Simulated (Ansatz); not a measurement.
# Phonon spectrum of BiPbCl$_{5}$

These are results of DFT PBE, scalar-relativistic, plane waves, PAW in Ansatz 0.2.0, not measurements. Plane waves to 420 eV; Γ-centred k mesh 6×4×4; fixed occupations. No spin polarisation. Phonons by linear response, acoustic sum rule imposed.

The cell, relaxed at this level:
```
Bi Pb Cl
1.0
     4.35387    0.01800    0.00218
    -0.02448    6.08931    0.00427
    -0.00223   -0.41681    9.09455
Bi Pb Cl
1 1 5
Cartesian
  -0.0203 4.5304 4.4428
  2.1551 4.6153 8.4686
  4.3431 2.2445 3.4836
  4.3384 3.1960 6.7996
  2.1558 5.0091 2.7019
  2.1753 -0.2291 5.9767
  -0.0046 0.1337 9.0748
```

The cell was found from a structure generator's guess, not taken from experiment. Spin–orbit coupling is left out, which matters for heavy elements. The q mesh is coarse, so values between its points are rough. Modes under 40 cm⁻¹ are poorly fixed. No dispersion correction is applied, so modes and constants that involve weak contacts between layers, chains or molecules come out too soft.

Force constants from linear response on a 2×1×1 q mesh.

Path: Γ–X | Y–Γ–Z | R2–Γ–T2 | U2–Γ–V2. Only the points of the 2×1×1 mesh were computed; the rest is interpolation, which is rough on so few points. On the mesh no mode is imaginary. Distance along the path (Å⁻¹), then the branches (cm⁻¹, negative for imaginary; the LO field is included):
```
0.000  0 0 0 19 27 58 62 65 74 101 106 133 138 147 156 156 188 199 210 218 284
0.180  -2 8 16 28 38 52 64 70 74 104 107 132 135 146 153 157 185 194 211 216 283
0.361  9 16 23 34 47 58 66 70 77 104 111 123 139 140 149 157 174 189 207 214 281
0.541  8 28 29 35 45 59 70 70 78 95 114 118 132 145 148 156 165 184 206 212 279
0.722  7 33 33 36 45 54 69 70 76 91 115 115 131 144 149 156 164 180 206 210 278
0.765  -6 18 18 22 36 54 63 67 83 86 106 107 141 143 147 156 180 192 207 235 286
0.851  -5 13 18 24 29 54 65 68 82 86 106 108 141 142 148 156 180 192 207 235 286
0.937  -3 8 16 20 26 54 65 72 81 86 107 108 141 142 148 156 181 191 207 234 286
1.024  -1 3 6 19 26 53 65 74 80 86 108 109 141 141 148 157 182 190 207 234 286
1.067  0 0 0 20 27 53 62 66 74 86 107 108 140 141 150 157 157 193 202 218 300
1.196  -17 -9 10 25 27 56 62 66 74 87 107 108 140 140 150 156 158 193 202 217 300
1.325  -25 -15 17 27 30 61 62 65 74 88 108 108 138 139 151 155 159 193 202 214 300
1.454  -28 -19 23 26 32 62 64 65 74 91 108 109 136 139 151 155 159 193 202 212 300
1.583  -30 -20 26 26 31 61 64 67 74 92 109 109 134 138 152 154 160 192 202 210 300
1.701  -52 17 26 39 40 59 71 74 78 96 113 118 126 144 151 156 173 176 196 207 285
1.937  -38 17 30 33 43 62 65 72 78 98 110 120 132 142 152 158 173 178 199 209 286
2.173  -24 15 23 38 43 54 63 70 75 104 109 124 136 141 151 157 176 186 202 215 287
2.409  -12 4 16 20 31 55 64 67 74 101 106 130 136 147 152 156 180 190 208 219 288
2.527  0 0 0 19 27 53 65 72 75 86 106 108 138 141 147 157 170 190 208 220 292
2.679  -19 -7 16 24 26 56 65 70 75 87 106 107 136 141 149 156 170 190 207 220 293
2.831  -27 -11 21 25 32 61 64 69 75 89 107 108 134 139 151 155 170 190 204 217 295
2.983  -32 -15 19 25 41 61 65 69 75 91 108 109 134 134 154 155 171 190 202 212 297
3.135  -34 -17 18 26 45 60 67 69 75 92 110 110 131 134 155 156 171 190 202 209 298
3.246  -51 21 35 39 43 52 68 77 79 97 114 120 131 146 150 154 163 174 202 204 285
3.468  -36 18 29 35 45 59 66 73 79 99 112 122 136 143 151 156 166 180 202 206 287
3.690  -23 11 21 36 44 54 64 70 76 104 109 128 135 144 152 157 172 189 202 211 289
3.912  -12 -3 15 20 31 55 64 67 74 101 106 131 137 147 155 157 178 194 203 217 290
4.023  0 0 0 19 27 57 64 65 74 100 106 131 138 147 153 157 188 195 208 224 284
4.223  4 8 17 29 38 53 64 69 74 104 107 131 135 145 153 155 186 191 205 223 283
4.423  -10 16 26 36 45 59 65 69 77 105 112 120 134 142 150 158 178 185 201 221 281
4.623  -19 18 29 36 42 62 69 70 79 94 112 116 130 145 149 158 172 179 201 216 279
4.823  -26 13 32 36 40 60 73 73 75 89 112 113 130 145 152 155 171 178 203 212 278
```
